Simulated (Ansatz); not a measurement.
CuCl in space group Pnma (No. 62; Cu on 4c, Cl on 4c), plane-wave PAW PBEsol (Ansatz code), all energies at zero smearing, with the estimated change up to a 700 eV cutoff added, with one set of potentials and settings (totals compare only within such a set). Cell of 8 atoms (4 Cu, 4 Cl): -30601.007 eV.

| element | reference phase | E (eV/atom) |
|---|---|---|
| Cu | Fm-3m, 1 atoms in the cell | -6588.7768 |
| Cl | Cmce, 4 atoms in the cell | -1060.8120 |

Formation energy per atom, worked out: (-30601.007 − 4×(-6588.7768) − 4×(-1060.8120))/8 = -0.331 eV/atom (-32 kJ per mol of atoms), at 0 K, without zero-point energy or fitted corrections.

The start of the workflow was typed in or built on a structure type; neither database checked (COD, Materials Project) lists it. It is not the phase usual at ambient conditions (space group No. 216). The cell was relaxed with PBEsol under the symmetry of its start; of distortions, only those at the zone centre were tested, and some modes there are weakly imaginary. The workflow began spin-polarised and lost its moments. The references are the lowest solids computed at this level, not always the standard phases (solids in place of the gases).

Potentials: the later of the program's two PAW sets.
